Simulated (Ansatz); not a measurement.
Mo$_{2}$RuSe$_{4}$:
```cif
data_Mo4Ru2Se8
_chemical_formula_sum 'Mo4 Ru2 Se8'
_space_group_name_H-M_alt 'P-1'
_space_group_IT_number 2
_space_group_name_Hall '-P 1'
_cell_length_a 6.70566
_cell_length_b 6.71018
_cell_length_c 6.81510
_cell_angle_alpha 92.132
_cell_angle_beta 94.378
_cell_angle_gamma 94.013
loop_
_atom_site_label
_atom_site_type_symbol
_atom_site_symmetry_multiplicity
_atom_site_Wyckoff_symbol
_atom_site_fract_x
_atom_site_fract_y
_atom_site_fract_z
_atom_site_occupancy
Mo1 Mo 2 i 0.23682 0.54117 0.40931 1
Mo2 Mo 2 i 0.41543 0.23761 0.55208 1
Ru1 Ru 2 i 0.55047 0.41073 0.23812 1
Se1 Se 2 i 0.22313 0.21273 0.21662 1
Se2 Se 2 i 0.37796 0.71485 0.11743 1
Se3 Se 2 i 0.12942 0.37353 0.72828 1
Se4 Se 2 i 0.73037 0.13104 0.38107 1
```

Relaxed with r²SCAN.

Q: Which orbitals make up the states near the band edges in the program Ansatz at the r²SCAN level (PAW)?

A: Top 1 eV of the valence band: Se 4p 41 %, Mo 4d 36 %, Ru 4d 19 %. Bottom 1 eV of the conduction band: Mo 4d 45 %, Ru 4d 27 %, Se 4p 23 %. Projections are on Löwdin-orthogonalised atomic valence shells; empty p or d shells of many metals are not among them.

Q: Tabulate the density of states.

A: States/eV per cell of 14 atoms, in 0.25 eV bins, energy from the valence-band maximum.

| E (eV) | total | Se 4p | Mo 4d | Ru 4d |
|---|---|---|---|---|
| -7.85 | 0.00 | 0.00 | 0.00 | 0.00 |
| -7.60 | 0.00 | 0.00 | 0.00 | 0.00 |
| -7.35 | 0.00 | 0.00 | 0.00 | 0.00 |
| -7.10 | 0.00 | 0.00 | 0.00 | 0.00 |
| -6.85 | 0.00 | 0.00 | 0.00 | 0.00 |
| -6.60 | 0.00 | 0.00 | 0.00 | 0.00 |
| -6.35 | 0.00 | 0.00 | 0.00 | 0.00 |
| -6.10 | 0.00 | 0.00 | 0.00 | 0.00 |
| -5.85 | 10.94 | 5.56 | 2.17 | 1.47 |
| -5.60 | 14.71 | 7.32 | 3.43 | 2.17 |
| -5.35 | 15.12 | 7.78 | 3.17 | 2.52 |
| -5.10 | 10.66 | 5.39 | 2.42 | 2.09 |
| -4.85 | 13.28 | 6.62 | 2.99 | 2.73 |
| -4.60 | 15.10 | 7.45 | 3.41 | 3.08 |
| -4.35 | 9.14 | 4.09 | 2.23 | 1.96 |
| -4.10 | 10.40 | 4.68 | 2.50 | 2.34 |
| -3.85 | 6.66 | 3.68 | 1.28 | 1.28 |
| -3.60 | 10.86 | 6.57 | 1.79 | 2.04 |
| -3.35 | 13.18 | 7.92 | 2.48 | 2.21 |
| -3.10 | 11.10 | 6.44 | 2.35 | 1.84 |
| -2.85 | 15.69 | 8.73 | 3.61 | 2.76 |
| -2.60 | 15.95 | 8.01 | 4.04 | 3.32 |
| -2.35 | 15.11 | 6.79 | 4.34 | 3.47 |
| -2.10 | 16.38 | 6.57 | 5.53 | 3.73 |
| -1.85 | 14.08 | 5.33 | 4.64 | 3.63 |
| -1.60 | 13.09 | 4.97 | 5.08 | 2.61 |
| -1.35 | 13.96 | 5.50 | 5.49 | 2.53 |
| -1.10 | 11.14 | 4.56 | 3.97 | 2.23 |
| -0.85 | 12.39 | 5.37 | 3.69 | 2.92 |
| -0.60 | 9.30 | 4.30 | 2.79 | 1.91 |
| -0.35 | 8.44 | 2.80 | 4.40 | 0.93 |
| -0.10 | 1.34 | 0.50 | 0.67 | 0.13 |
| 0.15 | 0.00 | 0.00 | 0.00 | 0.00 |
| 0.40 | 0.00 | 0.00 | 0.00 | 0.00 |
| 0.65 | 0.53 | 0.09 | 0.21 | 0.21 |
| 0.90 | 4.83 | 1.15 | 1.80 | 1.59 |
| 1.15 | 5.44 | 1.33 | 2.20 | 1.54 |
| 1.40 | 11.19 | 2.41 | 5.58 | 2.56 |
| 1.65 | 12.10 | 2.94 | 5.77 | 2.83 |
| 1.90 | 13.50 | 2.91 | 7.20 | 2.80 |
| 2.15 | 14.41 | 3.40 | 7.62 | 2.71 |
| 2.40 | 14.16 | 3.72 | 7.52 | 2.28 |
| 2.65 | 12.54 | 3.59 | 6.77 | 1.60 |
| 2.90 | 12.62 | 3.56 | 7.44 | 0.91 |
| 3.15 | 10.61 | 3.45 | 5.75 | 0.72 |
| 3.40 | 7.34 | 2.68 | 3.71 | 0.30 |
| 3.65 | 6.91 | 2.76 | 3.30 | 0.20 |
| 3.90 | 7.58 | 3.20 | 3.46 | 0.27 |
| 4.15 | 2.26 | 0.95 | 1.04 | 0.09 |
| 4.40 | 4.00 | 1.70 | 1.41 | 0.21 |
| 4.65 | 3.75 | 1.65 | 1.23 | 0.22 |
| 4.90 | 0.23 | 0.10 | 0.07 | 0.01 |
| 5.15 | 0.02 | 0.00 | 0.00 | 0.00 |
| 5.40 | 2.16 | 0.39 | 0.15 | 0.03 |

The workflow started from a Materials Project entry (that database holds measured and hypothetical structures alike); the Crystallography Open Database copy checked does not list it. Entries of such low symmetry are often ordered models of mixed-site phases. Its standing as an ambient phase is unchecked. The cell was relaxed with r²SCAN under the symmetry of its start; its stability against distortions is not shown here. No spin polarisation was allowed. Scalar-relativistic: spin–orbit coupling is off unless named, which matters more the heavier the elements.

Potentials: the later of the program's two PAW sets.
